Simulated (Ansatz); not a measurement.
**HfSnO4: rattling a relaxed structure**

The cell was found from a structure generator's guess, not taken from experiment.

The calculation used DFT PBE, scalar-relativistic, plane waves, PAW (Ansatz 0.2.0). Plane waves to 420 eV, a k mesh through Γ of 8×8×6 on the computed 6-atom cell and Gaussian smearing (0.02 eV); no spin polarisation.

The cell below (6 atoms, space group P-4m2 (No. 115)) is relaxed within its symmetry.

```
CELL_PARAMETERS angstrom
3.59986 0.00000 0.00000
0.00000 3.59986 0.00000
0.00000 0.00000 5.42705
ATOMIC_POSITIONS crystal
Hf 0.50000 0.50000 0.50000
Sn 0.00000 0.00000 0.00000
O 0.00000 0.50000 0.67820
O 0.50000 0.00000 0.81573
O 0.50000 0.00000 0.32180
O 0.00000 0.50000 0.18427
```

For the test a repeat of it with 12 atoms (edges 3.60, 5.43, 7.20 Å) was strained at random (σ = 1.5 % a component), the atoms were moved at random (σ = 0.15 Å), and all was relaxed again on a coarse 4×4×2 mesh (in the run’s order of axes) with 0.10 eV smearing, with no symmetry imposed.

Spin–orbit coupling, which can matter for Hf, is left out.

Question: Does it come back?

Answer: It doesn't return. The energy falls by 11 meV/atom on that mesh, the volume changes by 3.6 %, and the end has space group P1 (No. 1) at a loose tolerance. Relaxed again on an 8×8×6 mesh with 0.02 eV smearing, the new structure lies 11 meV/atom below the first (mesh in the axes of the run's cell; the cell below is made exact in the group named). Space group P1 (No. 1), triclinic, a = 3.556 Å, b = 3.746 Å, c = 5.567 Å, α = 79.6°, β = 87.2°, γ = 89.7°. Hf is surrounded by 4 O at 2.04–2.09 Å, 1 O at 2.24 Å, 1 O at 2.38 Å and 1 O at 2.52 Å; around Sn lie 4 O at 2.05–2.11 Å, 2 O at 2.24–2.28 Å and 1 O at 2.69 Å; O on its first site is surrounded by 2 Hf at 2.04–2.09 Å, 1 Sn at 2.28 Å, 4 O at 2.62–2.76 Å and 1 Sn at 2.69 Å; O on its second site has 2 Sn at 2.08–2.11 Å and 2 Hf at 2.38–2.52 Å; 2 more sites not described.

```cif
data_structure
_symmetry_space_group_name_H-M 'P 1'
_symmetry_Int_Tables_number 1
_cell_length_a 3.5563
_cell_length_b 3.7461
_cell_length_c 5.5665
_cell_angle_alpha 79.618
_cell_angle_beta 87.221
_cell_angle_gamma 89.665
_cell_volume 72.86
loop_
_atom_site_label
_atom_site_type_symbol
_atom_site_fract_x
_atom_site_fract_y
_atom_site_fract_z
_atom_site_occupancy
Hf1 Hf 0.51065 0.43493 0.48712 1
Sn1 Sn 0.97123 0.06618 0.01137 1
O1 O 0.52898 0.98509 0.32742 1
O2 O 0.00753 0.51683 0.17861 1
O3 O 0.99562 0.47300 0.66173 1
O4 O 0.48599 0.02396 0.83374 1
```
